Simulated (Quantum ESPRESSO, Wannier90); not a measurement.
## Wannier functions of KCl (rock salt)

Materials Project entry mp-23193; symmetrised, unrelaxed at this level. COD (Crystallography Open Database) has the formula in 2 space groups, this one among them (matched by group alone). Level: PBEsol, no spin polarisation, no spin-orbit coupling; pw.x of Quantum ESPRESSO at 60 Ry with PseudoDojo potentials, 8×8×8 k-points, Wannier90. Density: 8×8×8 mesh, cold smearing 0.01 Ry.

On the energy scale of pw.x, whose zero is arbitrary, the valence-band maximum lies at 0.87 eV.

Input w.win:

```
num_bands = 3
num_wann = 3
exclude_bands = 1-5,9-15
num_iter = 1000
conv_tol = 1.0e-6
conv_window = 4
write_hr = true
write_u_matrices = true
auto_projections = true
begin unit_cell_cart
ang
    0.0000000000    3.1418700000    3.1418700000
    3.1418700000    0.0000000000    3.1418700000
    3.1418700000    3.1418700000    0.0000000000
end unit_cell_cart
begin atoms_frac
K    0.0000000000  0.0000000000  0.0000000000
Cl   0.5000000000  0.5000000000  0.5000000000
end atoms_frac
mp_grid = 8 8 8
begin kpoints
0.0000000000 0.0000000000 0.0000000000
0.0000000000 0.0000000000 0.1250000000
0.0000000000 0.0000000000 0.2500000000
... (509 more lines: the 8x8x8 mesh through Gamma)
end kpoints
```

Input of pw2wannier90.x that gives the overlap and projection files (equivalent; here they were cut from one run over all bands):

```
&inputpp
  outdir = './out'
  prefix = 'pwscf'
  seedname = 'w'
  write_amn = .true.
  write_mmn = .true.
  atom_proj = .true.
  atom_proj_exclude = 1 2 3 4 5 6
/
```

Output w.wout (banner and timings cut):

```
                                    ------
                                    SYSTEM
                                    ------

                              Lattice Vectors (Ang)
                    a_1     0.000000   3.141870   3.141870
                    a_2     3.141870   0.000000   3.141870
                    a_3     3.141870   3.141870   0.000000

                   Unit Cell Volume:      62.02898  (Ang^3)

                        Reciprocal-Space Vectors (Ang^-1)
                    b_1    -0.999912   0.999912   0.999912
                    b_2     0.999912  -0.999912   0.999912
                    b_3     0.999912   0.999912  -0.999912

 *----------------------------------------------------------------------------*
 |   Site       Fractional Coordinate          Cartesian Coordinate (Ang)     |
 +----------------------------------------------------------------------------+
 | k    1   0.00000   0.00000   0.00000   |    0.00000   0.00000   0.00000    |
 | cl   1   0.50000   0.50000   0.50000   |    3.14187   3.14187   3.14187    |
 *----------------------------------------------------------------------------*
                                ------------
                                K-POINT GRID
                                ------------

             Grid size =  8 x  8 x  8      Total points =  512

 *---------------------------------- MAIN ------------------------------------*
 |  Number of Wannier Functions               :                 3             |
 |  Number of Objective Wannier Functions     :                 3             |
 |  Number of input Bloch states              :                 3             |
 |  Output verbosity (1=low, 5=high)          :                 1             |
 |  Timing Level (1=low, 5=high)              :                 1             |
 |  Optimisation (0=memory, 3=speed)          :                 3             |
 |  Length Unit                               :               Ang             |
 |  Post-processing setup (write *.nnkp)      :                 F             |
 |  Using Gamma-only branch of algorithms     :                 F             |
 *----------------------------------------------------------------------------*
 *------------------------------- WANNIERISE ---------------------------------*
 |  Total number of iterations                :              1000             |
 |  Number of CG steps before reset           :                 5             |
 |  Trial step length for line search         :             2.000             |
 |  Convergence tolerence                     :         0.100E-05             |
 |  Convergence window                        :                 4             |
 |  Iterations between writing output         :                 1             |
 |  Iterations between backing up to disk     :               100             |
 |  Write r^2_nm to file                      :                 F             |
 |  Write xyz WF centres to file              :                 F             |
 |  Write on-site energies <0n|H|0n> to file  :                 F             |
 |  Use guiding centre to control phases      :                 F             |
 |  Use phases for initial projections        :                 F             |
 *----------------------------------------------------------------------------*
 *-------------------------------- PLOTTING ----------------------------------*
 |  Plotting Hamiltonian in WF basis          :                 T             |
 *----------------------------------------------------------------------------*

       ... (k-mesh section left out)

 Starting a new Wannier90 calculation ...

 Reading overlaps from w.mmn

 Reading projections from w.amn

 *------------------------------- WANNIERISE ---------------------------------*
 +--------------------------------------------------------------------+<-- CONV
 | Iter  Delta Spread     RMS Gradient      Spread (Ang^2)            |<-- CONV
 +--------------------------------------------------------------------+<-- CONV

 ------------------------------------------------------------------------------
 Initial State
  WF centre and spread    1  (  3.141870,  3.141870,  3.141870 )     1.48883161
  WF centre and spread    2  (  3.141870,  3.141870,  3.141870 )     1.48883161
  WF centre and spread    3  (  3.141870,  3.141870,  3.141870 )     1.48883161
  Sum of centres and spreads (  9.425610,  9.425610,  9.425610 )     4.46649484

      0     0.447E+01     0.0000000000        4.4664948421  <-- CONV
        O_D=      0.0000000 O_OD=      0.0093419 O_TOT=      4.4664948 <-- SPRD
 ------------------------------------------------------------------------------
      1    -0.296E-07     0.0001559950        4.4664948124  <-- CONV
        O_D=      0.0000000 O_OD=      0.0093419 O_TOT=      4.4664948 <-- SPRD
      2    -0.364E-08     0.0000517703        4.4664948088  <-- CONV
        O_D=      0.0000000 O_OD=      0.0093419 O_TOT=      4.4664948 <-- SPRD
      3    -0.742E-09     0.0000236121        4.4664948081  <-- CONV
        O_D=      0.0000000 O_OD=      0.0093419 O_TOT=      4.4664948 <-- SPRD
      4    -0.409E-12     0.0000072315        4.4664948081  <-- CONV
        O_D=      0.0000000 O_OD=      0.0093419 O_TOT=      4.4664948 <-- SPRD
             <<<     Delta < 1.000E-06  over  4 iterations     >>>
             <<< Wannierisation convergence criteria satisfied >>>
 Final State
  WF centre and spread    1  (  3.141870,  3.141870,  3.141870 )     1.48883160
  WF centre and spread    2  (  3.141870,  3.141870,  3.141870 )     1.48883160
  WF centre and spread    3  (  3.141870,  3.141870,  3.141870 )     1.48883160
  Sum of centres and spreads (  9.425610,  9.425610,  9.425610 )     4.46649481

         Spreads (Ang^2)       Omega I      =     4.457152921
        ================       Omega D      =     0.000000000
                               Omega OD     =     0.009341887
    Final Spread (Ang^2)       Omega Total  =     4.466494808
```
